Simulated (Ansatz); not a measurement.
Ru$_{3}$W (Cu3Au type, Pm-3m) at seven volumes, DFT-r²SCAN in the program Ansatz with PAW potentials, scaled uniformly. One row is withheld.

```csv
V (Å³/atom),P (GPa)
12.825,38.90
13.247,23.71
13.670,?
14.093,0.00
14.516,-9.19
14.938,-16.96
15.361,-23.50
```

### Question
Fit the shown pressures and predict the withheld one.

### Answer
P = (3/2)B₀(x^(7/2) − x^(5/2))[1 + (3/4)(B′ − 4)(x − 1)] with x = (V₀/V)^(2/3). Least squares on the six rows gives V₀ = 14.093 Å³/atom, B₀ = 332 GPa, B′ = 4.59. At V = 13.670, x = 1.0205 and P = 10.85 GPa. The run itself gave 10.87 GPa.

The cell is a constructed one: a structure type filled with these elements; neither database checked (COD, Materials Project) lists it. Its standing as an ambient phase is unchecked. Symmetry was held in the r²SCAN relaxation; whether a distortion lowers the energy is not shown. No spin polarisation was allowed. Scalar-relativistic: spin–orbit coupling is off unless named, which matters more the heavier the elements.

Potentials: the earlier of the program's two PAW sets.
